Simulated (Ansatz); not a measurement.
# Guessed and relaxed cells of RuBr5

This trial cell of RuBr5 was written down by chemical analogy (P-1, No. 2). Its size is a guess.

start.cif

```cif
data_structure
_symmetry_space_group_name_H-M 'P-1'
_symmetry_Int_Tables_number 2
_cell_length_a 6.3690
_cell_length_b 7.3540
_cell_length_c 8.2220
_cell_angle_alpha 102.920
_cell_angle_beta 97.420
_cell_angle_gamma 106.780
_cell_volume 351.54
loop_
_atom_site_label
_atom_site_type_symbol
_atom_site_symmetry_multiplicity
_atom_site_Wyckoff_symbol
_atom_site_fract_x
_atom_site_fract_y
_atom_site_fract_z
_atom_site_occupancy
Ru1 Ru 2 i 0.10000 0.20000 0.20000 1
Br1 Br 2 i 0.80000 0.85000 0.10000 1
Br2 Br 2 i 0.40000 0.55000 0.30000 1
Br3 Br 2 i 0.00000 0.25000 0.50000 1
Br4 Br 2 i 0.20000 0.65000 0.90000 1
Br5 Br 2 i 0.40000 0.05000 0.30000 1
```

These are results of Ansatz, DFT PBE, scalar-relativistic, plane waves, PAW, not measurements. Cutoff 420 eV, Gaussian smearing, Γ-centred meshes. Cell and atoms relax first on a coarse mesh, the cell is then made exact in the group found at 0.06 to 0.08 Å, and last on a converged mesh; the steps can't lower the symmetry of their start. Collinear spin, starting moments Ru 1.0 (×2) μB.

end.cif

```cif
data_structure
_symmetry_space_group_name_H-M 'P-1'
_symmetry_Int_Tables_number 2
_cell_length_a 6.9889
_cell_length_b 8.1193
_cell_length_c 8.5474
_cell_angle_alpha 105.281
_cell_angle_beta 97.318
_cell_angle_gamma 108.235
_cell_volume 432.57
loop_
_atom_site_label
_atom_site_type_symbol
_atom_site_symmetry_multiplicity
_atom_site_Wyckoff_symbol
_atom_site_fract_x
_atom_site_fract_y
_atom_site_fract_z
_atom_site_occupancy
Ru1 Ru 2 i 0.10101 0.20747 0.20804 1
Br1 Br 2 i 0.82100 0.88033 0.08575 1
Br2 Br 2 i 0.37534 0.50103 0.28003 1
Br3 Br 2 i 0.98932 0.24367 0.46585 1
Br4 Br 2 i 0.15049 0.67690 0.90406 1
Br5 Br 2 i 0.34300 0.07162 0.30137 1
```

The symmetry stays P-1 (No. 2). The volume per atom grows by 23.0 %, from 29.3 to 36.0 Å³. The shortest distance goes from 2.60 Å (Ru–Br) to 2.41 Å (Ru–Br). The end is written in a standard setting, so origin, axes and order of atoms can differ from the start's.

```
Volume per atom                           : 36.0 Å³
Density                                   : 3.8 g/cm³
Gap on the 6×6×6 mesh of the 12-atom cell : 0.21 eV
Net moment per atom                       : 0.50 μB
Moment by site                            : Ru 1.5 (×2); Br 0.2 (×8) μB
```

The last run used collinear spin and Gaussian smearing of 0.01 eV. Weakly bound directions are ill-defined at this level, which has no dispersion term. Kohn–Sham gaps at this level usually fall short of measured ones. Another magnetic order may lie lower. Small gaps are read on the mesh alone, and bands can cross between its points. Symmetry constrained the relaxation, so the result can be a saddle point. Site moments count only spheres around the atoms; the net moment includes the space between them.
